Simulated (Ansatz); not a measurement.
A geometry of Te2Mo away from equilibrium: the start of the relaxation of a relaxed Te2Mo cell with every coordinate shifted by Gaussian noise of σ = 0.3 Å. Calculation: PBE (plane waves to 420 eV, PAW, scalar-relativistic; Ansatz, an electronic-structure program). Γ-centred k-mesh 8×8×2 on the run's cell (coarser than for final values), Fermi–Dirac smearing 0.05 eV.

```xyz
6
Lattice="3.5570 0.0000 0.0000 -1.7785 3.0804 0.0000 0.0000 0.0000 15.3210" Properties=species:S:1:pos:R:3:forces:R:3 pbc="T T T" free_energy=-37829.083 pressure_GPa=8.7
Mo     0.4220     1.8083    11.9130   -4.5206   -0.3043   -7.4168
Mo     1.6225     0.9825     3.4140    0.3165    1.5907    5.2671
Te    -0.1655     2.1666     1.9017    0.0741   -1.9409   -3.5371
Te     1.8182     1.1328     9.7664    1.1791   -0.5001    0.3160
Te     1.9202     0.6669    13.2683    3.3398    0.7990    7.1349
Te     0.0565     1.5254     5.7627   -0.3889    0.3557   -1.7641
```

Positions in Å, forces in eV/Å, free energy of the cell in eV (comparable only within this code, potentials and settings). Largest force: 8.69 eV/Å, on Mo1 (atoms numbered as listed); the geometry lies 0.73 eV/atom above the end of its relaxation.

No spin polarisation in the result. No dispersion correction is included, so spacings between layers, chains or molecules are soft and tend to come out too large.
